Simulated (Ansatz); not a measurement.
Consider the following.

Be$_{12}$Mo:
```yaml
crystal:
  lattice:
    - [-3.59128, 3.59128, 2.09083]
    - [3.59128, -3.59128, 2.09083]
    - [3.59128, 3.59128, -2.09083]
  atoms:
    - { symbol: Be, position: [0.28926, 0.50000, 0.78926] }
    - { symbol: Be, position: [0.71074, 0.50000, 0.21074] }
    - { symbol: Be, position: [0.50000, 0.71074, 0.21074] }
    - { symbol: Be, position: [0.50000, 0.28926, 0.78926] }
    - { symbol: Be, position: [0.00000, 0.64971, 0.64971] }
    - { symbol: Be, position: [0.00000, 0.35029, 0.35029] }
    - { symbol: Be, position: [0.64971, 0.00000, 0.64971] }
    - { symbol: Be, position: [0.35029, 0.00000, 0.35029] }
    - { symbol: Be, position: [0.00000, 0.50000, 0.00000] }
    - { symbol: Be, position: [0.50000, 0.50000, 0.50000] }
    - { symbol: Be, position: [0.50000, 0.00000, 0.00000] }
    - { symbol: Be, position: [0.00000, 0.00000, 0.50000] }
    - { symbol: Mo, position: [0.00000, 0.00000, 0.00000] }
```

This is the PBEsol-relaxed structure.

Question: All from DFT-PBEsol in the program Ansatz with PAW potentials, unless another level is named. Predict the formation energy from the elements (no fitted shifts).

Answer: -12 kJ/mol of atoms.

Question: Give the gap with spin–orbit coupling.

Answer: none (metallic).

Space group I4/mmm. The start of the workflow was typed in or built on a structure type; neither database checked (COD, Materials Project) lists it. Its standing as an ambient phase is unchecked. Symmetry was held in the PBEsol relaxation; of distortions, only those at the zone centre were tested. The run is not spin-polarised. The references are the lowest solids computed at this level, not always the standard phases. Scalar-relativistic: spin–orbit coupling is off unless named, which matters more the heavier the elements.

Potentials: the later of the program's two PAW sets.
